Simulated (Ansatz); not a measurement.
**Mo$_{3}$Os, first-principles data**

Mo3Os:
```xyz
8
Lattice="4.9688 0.0000 0.0000 0.0000 4.9688 0.0000 0.0000 0.0000 4.9688" Properties=species:S:1:pos:R:3 pbc="T T T"
Mo     1.2422     0.0000     2.4844
Mo     3.7266     0.0000     2.4844
Mo     2.4844     3.7266     0.0000
Mo     2.4844     1.2422     0.0000
Mo     0.0000     2.4844     3.7266
Mo     0.0000     2.4844     1.2422
Os     0.0000     0.0000     0.0000
Os     2.4844     2.4844     2.4844
```

Space group Pm-3n (No. 223), A15 (Cr3Si type); conventional cell a = 4.969 Å, b = 4.969 Å, c = 4.969 Å, α = 90.00°, β = 90.00°, γ = 90.00°.

Method: plane-wave PAW r²SCAN (Ansatz code). Geometry: relaxed at this level of theory. Other levels are named where they apply.

Cell and energy:

- Volume per atom: 15.33 Å³
- Density: 12.94 g/cm³
- Formation energy from the elements (no fitted shifts): 0.008 eV/atom

Electronic structure:

* **Electronic character**: metallic (no gap)
* **Density of states at the Fermi level**: 0.96 states/eV per atom (mean over ±0.08 eV)
* **Gap with spin–orbit coupling**: none (metallic)

Mechanics:

* **Bulk modulus (Birch–Murnaghan fit)**: 303 GPa
* **Pressure derivative B′**: 4.4
* **Elastic constants (relaxed ions, GPa)**: C11 = 536, C12 = 189, C44 = 105
* **Mechanical stability**: stable (all eigenvalues of C positive)
* **Hill bulk and shear moduli**: 305 and 129 GPa
* **Young's modulus**: 338 GPa
* **Poisson's ratio**: 0.31
* **Debye temperature from the elastic constants**: 423 K

Phonons:

* **Highest zone-centre frequency**: 263 cm⁻¹
* **Zone-centre stability**: no imaginary mode at Γ

Charges:

- Bader charges: Mo +0.45, Os -1.36 e

The first step of the workflow began from a Materials Project structure, measured or hypothetical; the Crystallography Open Database files this formula in space group No. 223, but the cells were not matched. Its standing as an ambient phase is unchecked. The r²SCAN relaxation kept the symmetry of its start. No spin polarisation was allowed. As this level gives no gap, shear constants depend on the k-mesh and smearing (Fermi–Dirac, 0.1 eV here). As this level gives no gap, phonon frequencies hold no LO–TO term and depend on the k-mesh and smearing (Fermi–Dirac, 0.1 eV here). The references are the lowest solids computed at this level, not always the standard phases. Scalar-relativistic: spin–orbit coupling is off unless named, which matters more the heavier the elements.

Potentials: the later of the program's two PAW sets.
